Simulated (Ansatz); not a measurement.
Input and command of a plane-wave DFT calculation in Ansatz:

```yaml
crystal:
  lattice:
    - [4.8648958673, 0.0, 0.0]
    - [0.0, 4.8648958673, 0.0]
    - [0.0, 0.0, 4.8648958673]
  atoms:
    - { symbol: S, position: [0.0, 0.0, 0.0] }
    - { symbol: F, position: [0.5, 0.5, 0.5] }
    - { symbol: K, position: [0.5, 0.5, 0.0] }
    - { symbol: K, position: [0.5, 0.0, 0.5] }
    - { symbol: K, position: [0.0, 0.5, 0.5] }
basis:
  ecutwfc: 420
kpoints:
  mp_grid: { grid: [4, 4, 4] }
hamiltonian:
  xc: lda
scf:
  occupations: { method: gaussian, width: 0.05 }
output:
  forces: true
  stress: true
  eigenvalues: true
```

```bash
ansatz run input.yaml --threads 1 --pin off --max-ram 1228MiB --backend cpu --events-out ev --progress --plain --runs-dir out
```

Processor: Arm Neoverse N1, 1 thread, on a host shared with other jobs.

Problem. How long does it run, and how much memory does it take?

Solution. About 3.9 s on 1 thread of Arm Neoverse N1, with other jobs on the host, peak memory 0.32 GiB. It solves 25 bands at 10 k points (the mesh reduced by symmetry) with about 2301 plane waves, in 7 SCF iterations.
